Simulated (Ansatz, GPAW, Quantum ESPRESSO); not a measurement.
## ZnMo3: programs and potentials compared

```
CELL_PARAMETERS angstrom
3.94315 0.00000 0.00000
0.00000 3.94315 0.00000
0.00000 0.00000 3.94315
ATOMIC_POSITIONS crystal
Mo 0.50000 0.50000 0.00000
Mo 0.50000 0.00000 0.50000
Mo 0.00000 0.50000 0.50000
Zn 0.00000 0.00000 0.00000
```

The cell comes from a database or a generator and needn't be the stable form of this composition.

Alike in all runs: task single point; functional PBE; k mesh 7 × 7 × 7; occupations fermi-dirac, width 0.05 eV; no spin polarisation; no spin-orbit coupling. Pressure is positive in compression and, in plane waves, holds the error of the finite cutoff, which Ansatz's Pulay term estimates and takes out.

| program and potentials | plane-wave cutoff (eV) | notes | pressure (GPa) |
| --- | --- | --- | --- |
| Ansatz, Ansatz PAW | 420 | 13.5 valence electrons an atom on average; Pulay term of +0.06 GPa included | -1.30 |
| Quantum ESPRESSO, SSSP 1.3 efficiency PBE | 816 | 15.5 valence electrons an atom on average | -1.48 |
| GPAW, GPAW PAW data sets (gpaw-data 1.2.1) | 600 | 13.5 valence electrons an atom on average | -1.57 |

The pressure spans -1.57 (GPAW, GPAW PAW data sets (gpaw-data 1.2.1)) to -1.30 GPa (Ansatz, Ansatz PAW).

The functional is the same throughout but for its coding, so the spread measures potentials, basis and numerics; runs on potential files found faulty are left out.
